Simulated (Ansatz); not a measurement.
SrBrF:
```cif
data_Br2F2Sr2
_chemical_formula_sum 'Sr2 Br2 F2'
_space_group_name_H-M_alt 'P4/nmm :1'
_space_group_IT_number 129
_space_group_name_Hall 'P 4ab 2ab -1ab'
_cell_length_a 4.21757
_cell_length_b 4.21757
_cell_length_c 7.40817
_cell_angle_alpha 90.000
_cell_angle_beta 90.000
_cell_angle_gamma 90.000
loop_
_space_group_symop_operation_xyz
  'x, y, z'
  '-y+1/2, x+1/2, z'
  '-x, -y, z'
  'y+1/2, -x+1/2, z'
  'x+1/2, -y+1/2, -z'
  '-y, -x, -z'
  '-x+1/2, y+1/2, -z'
  'y, x, -z'
  '-x+1/2, -y+1/2, -z'
  'y, -x, -z'
  'x+1/2, y+1/2, -z'
  '-y, x, -z'
  '-x, y, z'
  'y+1/2, x+1/2, z'
  'x, -y, z'
  '-y+1/2, -x+1/2, z'
loop_
_atom_site_label
_atom_site_type_symbol
_atom_site_symmetry_multiplicity
_atom_site_Wyckoff_symbol
_atom_site_fract_x
_atom_site_fract_y
_atom_site_fract_z
_atom_site_occupancy
Sr1 Sr 2 c 0.50000 0.00000 0.18360 1
Br1 Br 2 c 0.00000 0.50000 0.34996 1
F1 F 2 a 0.00000 0.00000 0.00000 1
```

Relaxed with r²SCAN.

Q: Tabulate the valence density and the electron localisation function along the shortest Sr–F contact (2.51 Å), plane-wave PAW r²SCAN (Ansatz code).

A: 

```tsv
distance from Sr (Å)	density (e/Å³)	ELF
0.25	2.06	0.18
0.38	2.64	0.52
0.50	2.70	0.76
0.63	2.25	0.85
0.75	1.58	0.86
0.88	0.97	0.82
1.00	0.55	0.61
1.13	0.32	0.23
1.25	0.22	0.07
1.38	0.21	0.07
1.51	0.29	0.26
1.63	0.49	0.58
1.76	0.91	0.76
1.88	1.78	0.81
2.01	3.63	0.81
2.13	6.67	0.75
2.26	10.19	0.62
```

The density is the valence pseudo-density with augmentation charge, so density and ELF within about 1 Å of a nucleus are not all-electron values.

The first step of the workflow began from a Materials Project structure, measured or hypothetical; the Crystallography Open Database copy checked does not list it. Its standing as an ambient phase is unchecked. The r²SCAN relaxation kept the symmetry of its start; whether a distortion lowers the energy is not shown.

Potentials: the later of the program's two PAW sets.
